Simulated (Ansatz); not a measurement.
Question: Bulk modulus by a P(V) fit from LDA minus that from r²SCAN (% of the latter), each on its own relaxed cell (Ansatz, an electronic-structure program, plane waves, PAW; no spin–orbit coupling, no Hubbard U), over 106 phases of the class «crystals with elements from indium on»: what sign and size do you expect?

Answer: Mean 13 %, median 10 %, mean absolute 13 %; eight in ten lie between 4 and 24 %, and 100 % are above zero.

Some cases that may be named, with their rank among the 106 from the lowest: SnO2, rutile 0 % (rank 1); AlBW, Cmcm (Al on 4c, B on 4c, W on 4c) 1 % (rank 2); LuBi, rock salt 10 % (rank 53); HfRu, CsCl type 10 % (rank 54); Cs2AgBiBr6, Fm-3m (Bi on 4a, Ag on 4b, Cs on 8c, Br on 24e) 34 % (rank 101); I, molecular I2 type 106 % (rank 106).

The phases are those computed here (of each formula those with measured values and the lowest at some level), not a balanced benchmark, and neither functional is the truth. Pairs that end in unlike spin orders or unlike minima (c/a over 6 % apart, 30 % for weakly bound crystals), magnets with 4f shells, solids of gases and phases set aside for tests are left out.

1 hold 4f electrons in the valence, where a lower state may exist. 1 are weakly bound layers, chains or molecules.

Standing as an ambient phase not checked: AlBW, Cmcm (Al on 4c, B on 4c, W on 4c); AlBW, Cmcm (W on 4c, Al on 4c, B on 4c); HfRu, CsCl type; LuBi, rock salt. Weakly bound layers, chains or molecules computed without a dispersion correction, so cells and soft constants are ill determined: I, molecular I2 type with LDA; I, molecular I2 type with r²SCAN. All cells were relaxed under the symmetry of their starts (and spin orders); stability against distortions was not tested throughout. Named crystals with no word on spin ran without spin polarisation. Spin–orbit coupling is left out wherever it is not named.

Potentials: the later of the program's two PAW sets.

Ansatz is a plane-wave DFT program.
